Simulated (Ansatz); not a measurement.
Relaxed CsPbBr3 (cubic perovskite):

```xyz
5
Lattice="6.0028 0.0000 0.0000 0.0000 6.0028 0.0000 0.0000 0.0000 6.0028" Properties=species:S:1:pos:R:3 pbc="T T T"
Cs     0.0000     0.0000     0.0000
Pb     3.0014     3.0014     3.0014
Br     0.0000     3.0014     3.0014
Br     3.0014     3.0014     0.0000
Br     3.0014     0.0000     3.0014
```

Scan: atom 1 (Cs, nearest neighbour Br at 4.245 Å; its periodic images, 6.0 Å or more away, move with it) is displaced along Cartesian [110], direction (0.707, 0.707, 0.000) in Cartesian axes, by s. The other atoms stay.

These are PBE (plane waves to 420 eV, PAW, scalar-relativistic; Ansatz, a program for electronic structure) values and carry that method's errors. k mesh 5×5×5 (Γ-centred), Fermi-Dirac smearing 0.05 eV. E stands for the smeared free energy. CsPbBr3 was relaxed with its symmetry unable to fall. Spin-orbit coupling is left out, though Pb is heavy. This is a high-temperature form of CsPbBr3. The zero of ΔE is the undisplaced structure.

```csv
s (Å),ΔE (meV/cell)
-1.270,withheld
-1.016,177
-0.762,53
-0.508,11
-0.254,1
0.000,0
0.254,1
0.508,11
0.762,53
1.016,177
1.270,withheld
```

Problem. Fit an even polynomial form (powers 2, 4) to the given rows and predict ΔE at s = 1.270.

Solution. Least squares on the 9 given rows: ΔE = (-6.912)·s² + (172.5)·s⁴, in meV/cell with s in Å; root-mean-square residual 0.9 meV/cell. At 1.270 the fit gives 438 meV/cell; the calculation gives 489 meV/cell, so the extrapolation is off by -51 (-10.4 %). The quadratic term alone would give -11 meV/cell: it is negative, as the undisplaced cell is unstable along this move.

(A displaced cell: forces are minus the slopes of the energy, force constants its curvatures, and phonons follow from these.)
